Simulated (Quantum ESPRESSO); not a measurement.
# Al3ZnAs3S: input and log of a self-consistent run

Computed values, not a measurement. The program is pw.x of Quantum ESPRESSO 7.5 (plane-wave density functional theory). The cell is made up: 8 atoms on a zincblende/diamond lattice, with randomly drawn elements, strain and displacements, not relaxed. PseudoDojo standard norm-conserving files (v0.5 for PBE, v0.4.1 for LDA and PBEsol) set the functional; there is no spin polarisation, spin-orbit coupling or dispersion term, and the masses in the input are unused placeholders.

Input:

```
&control calculation='scf', pseudo_dir='./dojo.nc.sr.pbe.v0_5.standard.upf', outdir='./o', disk_io='low', tprnfor=.true., tstress=.true. /
&system ibrav=0, nat=8, ntyp=4, nbnd=46, ecutwfc=84.00895049, nosym=.true., tot_charge=0,
 occupations='smearing', smearing='fd', degauss=0.0018374661
/
&electrons conv_thr=7.350e-09, electron_maxstep=60, /
ATOMIC_SPECIES
Al 1.0 Al.upf
As 1.0 As.upf
S 1.0 S.upf
Zn 1.0 Zn.upf
CELL_PARAMETERS angstrom
5.9012 -0.0931 -0.0177
-0.0931 6.0873 -0.0325
-0.0177 -0.0325 5.9338
ATOMIC_POSITIONS angstrom
Al 0.0244 -0.0187 -0.0497
Al -0.1359 3.0407 2.9667
Al 2.9327 -0.0074 2.939
Zn 2.9459 2.9051 -0.024
As 1.4861 1.4819 1.5169
As 1.464 4.5281 4.3762
As 4.38 1.4005 4.4263
S 4.479 4.3979 1.4411
K_POINTS automatic
4 4 4 1 1 1
```

The log is shortened where brackets say so; the opening notice, blank lines, dates and the lines on written files are dropped, and the path of the files is cut. It prints rydbergs, bohrs and kilobars, and counts compression as positive stress. With no partly filled state, the Fermi energy that it prints is only some level between the filled and the empty states on the mesh, and need not lie in the true gap.

```
     Program PWSCF v.7.5
     Parallel version (MPI & OpenMP), running on       4 processor cores
     Number of MPI processes:                 4
     Threads/MPI process:                     1
     [start-up lines left out]
     bravais-lattice index     =            0
     lattice parameter (alat)  =      11.1531  a.u.
     unit-cell volume          =    1438.0465 (a.u.)^3
     number of atoms/cell      =            8
     number of atomic types    =            4
     number of electrons       =        80.00
     number of Kohn-Sham states=           46
     kinetic-energy cutoff     =      84.0090  Ry
     charge density cutoff     =     336.0358  Ry
     scf convergence threshold =      7.3E-09
     mixing beta               =       0.7000
     number of iterations used =            8  plain     mixing
     Exchange-correlation= PBE
                           (   1   4   3   4   0   0   0)
     [axes and pseudopotential details left out]
   Cartesian axes
     site n.     atom                  positions (alat units)
         1        Al     tau(   1) = (   0.0041342  -0.0031684  -0.0084209  )
         2        Al     tau(   2) = (  -0.0230262   0.5152017   0.5026634  )
         3        Al     tau(   3) = (   0.4969026  -0.0012538   0.4979701  )
         4        Zn     tau(   4) = (   0.4991392   0.4922262  -0.0040664  )
         5        As     tau(   5) = (   0.2517977   0.2510860   0.2570163  )
         6        As     tau(   6) = (   0.2480532   0.7672196   0.7414824  )
         7        As     tau(   7) = (   0.7421262   0.2372940   0.7499711  )
         8        S      tau(   8) = (   0.7589003   0.7451591   0.2441731  )
     number of k points=    32  Fermi-Dirac smearing, width (Ry)=  0.0018
                       cart. coord. in units 2pi/alat
        k(    1) = (   0.1273455   0.1238112   0.1253873), wk =   0.0625000
        k(    2) = (   0.1281125   0.1251506   0.3740555), wk =   0.0625000
     [further k points left out]
     Dense  grid:   149603 G-vectors     FFT dimensions: (  72,  72,  72)
     Estimated max dynamical RAM per process >     319.62 MB
     Estimated total dynamical RAM >       1.14 GB
     Initial potential from superposition of free atoms
     starting charge      79.9918, renormalised to      80.0000
     Starting wfcs are   53 randomized atomic wfcs
     total cpu time spent up to now is        3.3 secs
     per-process dynamical memory:   227.8 Mb
     Self-consistent Calculation
     iteration #  1     ecut=    84.01 Ry     beta= 0.70
     Davidson diagonalization with overlap
     ethr =  1.00E-02,  avg # of iterations =  3.7
     Threshold (ethr) on eigenvalues was too large:
     Diagonalizing with lowered threshold
     Davidson diagonalization with overlap
     ethr =  4.22E-04,  avg # of iterations =  2.0
     total cpu time spent up to now is       12.9 secs
     total energy              =   -1090.53086118 Ry
     estimated scf accuracy    <       0.33794981 Ry
     iteration #  2     ecut=    84.01 Ry     beta= 0.70
     Davidson diagonalization with overlap
     ethr =  4.22E-04,  avg # of iterations =  3.5
     total cpu time spent up to now is       18.0 secs
     total energy              =   -1090.60486404 Ry
     estimated scf accuracy    <       0.12816473 Ry
     iteration #  3     ecut=    84.01 Ry     beta= 0.70
     Davidson diagonalization with overlap
     ethr =  1.60E-04,  avg # of iterations =  2.0
     total cpu time spent up to now is       22.5 secs
     total energy              =   -1090.63269273 Ry
     estimated scf accuracy    <       0.00853871 Ry
     iteration #  4     ecut=    84.01 Ry     beta= 0.70
     Davidson diagonalization with overlap
     c_bands:  1 eigenvalues not converged
     ethr =  1.07E-05,  avg # of iterations = 10.3
     total cpu time spent up to now is       29.2 secs
     total energy              =   -1090.63509104 Ry
     estimated scf accuracy    <       0.00283444 Ry
     iteration #  5     ecut=    84.01 Ry     beta= 0.70
     Davidson diagonalization with overlap
     ethr =  3.54E-06,  avg # of iterations =  3.5
     total cpu time spent up to now is       34.0 secs
     total energy              =   -1090.63555555 Ry
     estimated scf accuracy    <       0.00010492 Ry
     iteration #  6     ecut=    84.01 Ry     beta= 0.70
     Davidson diagonalization with overlap
     ethr =  1.31E-07,  avg # of iterations =  3.7
     total cpu time spent up to now is       39.4 secs
     total energy              =   -1090.63558246 Ry
     estimated scf accuracy    <       0.00001741 Ry
     iteration #  7     ecut=    84.01 Ry     beta= 0.70
     Davidson diagonalization with overlap
     ethr =  2.18E-08,  avg # of iterations =  2.8
     total cpu time spent up to now is       45.1 secs
     total energy              =   -1090.63558718 Ry
     estimated scf accuracy    <       0.00000442 Ry
     iteration #  8     ecut=    84.01 Ry     beta= 0.70
     Davidson diagonalization with overlap
     ethr =  5.52E-09,  avg # of iterations =  2.0
     total cpu time spent up to now is       50.1 secs
     total energy              =   -1090.63558773 Ry
     estimated scf accuracy    <       0.00000059 Ry
     iteration #  9     ecut=    84.01 Ry     beta= 0.70
     Davidson diagonalization with overlap
     ethr =  7.42E-10,  avg # of iterations =  2.7
     total cpu time spent up to now is       55.1 secs
     total energy              =   -1090.63558787 Ry
     estimated scf accuracy    <       0.00000002 Ry
     iteration # 10     ecut=    84.01 Ry     beta= 0.70
     Davidson diagonalization with overlap
     ethr =  2.20E-11,  avg # of iterations =  5.0
     total cpu time spent up to now is       62.1 secs
     total energy              =   -1090.63558788 Ry
     estimated scf accuracy    <       0.00000002 Ry
     iteration # 11     ecut=    84.01 Ry     beta= 0.70
     Davidson diagonalization with overlap
     ethr =  1.90E-11,  avg # of iterations =  2.0
     total cpu time spent up to now is       67.0 secs
     End of self-consistent calculation
          k = 0.1273 0.1238 0.1254 ( 18701 PWs)   bands (ev):
  -120.3663 -74.5270 -74.5144 -74.5091 -29.6997 -29.6948 -29.6721 -29.6595
   -29.6562 -29.5598 -29.5552 -29.5339 -29.5254 -29.5250 -29.5195 -29.5173
   -29.5003 -29.4897 -29.4862  -7.7851  -5.6342  -4.7994  -4.6526  -1.3451
    -1.3185  -1.3146  -1.2665  -1.2622  -0.2752   0.0187   0.5181   2.0943
     2.1974   2.3104   2.9485   3.0027   3.1566   3.3990   4.6541   4.7442
     5.9808   6.8399   6.9956   7.2472   7.8853   7.9502
     [levels at the other k points left out]
     the Fermi energy is     5.3571 ev
!    total energy              =   -1090.63558788 Ry
     estimated scf accuracy    <          1.2E-09 Ry
     smearing contrib. (-TS)   =      -0.00000000 Ry
     internal energy E=F+TS    =   -1090.63558788 Ry
     The total energy is F=E-TS. E is the sum of the following terms:
     one-electron contribution =    -909.18693905 Ry
     hartree contribution      =     475.94673356 Ry
     xc contribution           =    -199.69324167 Ry
     ewald contribution        =    -457.70214072 Ry
     convergence has been achieved in  11 iterations
     Forces acting on atoms (cartesian axes, Ry/au):
     atom    1 type  1   force =     0.02008970    0.00075696    0.00199876
     atom    2 type  1   force =     0.03147740   -0.00352556    0.00008121
     atom    3 type  1   force =    -0.00551474   -0.00924153    0.00578017
     atom    4 type  4   force =    -0.01435750    0.00209102   -0.00634184
     atom    5 type  2   force =    -0.01731340    0.00332755   -0.01322652
     atom    6 type  2   force =    -0.01182177   -0.01023710    0.00901813
     atom    7 type  2   force =     0.00637769   -0.00130930    0.00256329
     atom    8 type  3   force =    -0.00893739    0.01813796    0.00012682
     Total force =     0.055506     Total SCF correction =     0.000129
     Computing stress (Cartesian axis) and pressure
          total   stress  (Ry/bohr**3)                   (kbar)     P=      -72.11
  -0.00045405   0.00006554   0.00000859          -66.79        9.64        1.26
   0.00006554  -0.00055337   0.00002644            9.64      -81.40        3.89
   0.00000859   0.00002644  -0.00046324            1.26        3.89      -68.14
     init_run     :      3.07s CPU      3.18s WALL (       1 calls)
     electrons    :     63.54s CPU     63.81s WALL (       1 calls)
     forces       :      0.95s CPU      0.98s WALL (       1 calls)
     stress       :      3.26s CPU      3.36s WALL (       1 calls)
     [timing details left out]
     PWSCF        :   1m10.92s CPU   1m11.48s WALL
     JOB DONE.
```

In other units: free energy -14838.853 eV for the cell, pressure -7.21 GPa, largest force component 0.809 eV/Å. A rerun of a related cell, with the same atoms placed differently, at 1437 eV and a 6 x 6 x 6 mesh moved values by no more than 0.007 eV in energy, 0.02 GPa in stress and 0.003 eV/Å in force.